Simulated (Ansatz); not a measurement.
## Pd: relaxation of cell and atoms

The calculation used Ansatz 0.2.0, DFT, PBE, all-electron LAPW, scalar-relativistic.

Command: `ansatz run input.yaml --threads 1 --pin off --max-ram 2048MiB --backend cpu --events-out ev --progress --plain --runs-dir out` The run took about 55 s on 1 thread of a shared machine.

```yaml
crystal:
  lattice:
    - [0.0, 1.9465, 1.9465]
    - [1.9465, 0.0, 1.9465]
    - [1.9465, 1.9465, 0.0]
  atoms:
    - { symbol: Pd, position: [0.0, 0.0, 0.0] }
kpoints:
  mp_grid: { grid: [14, 14, 14] }
scf:
  occupations: { method: fermi_dirac, width: 0.05 }
hamiltonian:
  xc: pbe
  pseudopotentials: { kind: all_electron, lapw: { basis_error: 0.001 } }
output:
  forces: true
  stress: true
relax:
  f_tol: 0.005
  max_steps: 80
  cell: {}
```

Spin polarisation is left out, and whether a magnetic state lies lower isn't shown here.

The geometry is COD entry 9009820, unchecked; take it as a test cell.

Each frame lists the cell vectors (Å), then Cartesian positions (Å); symmetry keeps all forces zero. Free energies count from the first step, -137306.6677 eV.

The walk took 5 evaluations in all; steps that aren't listed are left out.

Step 1: E = 0.0 meV, P = 7.28 GPa

```
cell 0.0000 1.9465 1.9465 1.9465 0.0000 1.9465 1.9465 1.9465 0.0000
Pd    0.0000    0.0000    0.0000
```

Step 2: E = -7.9 meV, P = -3.93 GPa

```
cell 0.0000 1.9886 1.9886 1.9886 0.0000 1.9886 1.9886 1.9886 0.0000
Pd    0.0000    0.0000    0.0000
```

**Question.** How does the relaxation end?

**Answer.** It converges, with a = 3.944 Å, b = 3.944 Å, c = 3.944 Å, α = 90.00°, β = 90.00°, γ = 90.00° (conventional cell, space group Fm-3m). The last solve (on a basis chosen afresh for the final cell, so its energy is not quite comparable) gives E = -12.8 meV, P = -0.01 GPa:
```
cell 0.0000 1.9720 1.9720 1.9720 0.0000 1.9720 1.9720 1.9720 0.0000
Pd    0.0000    0.0000    0.0000
```
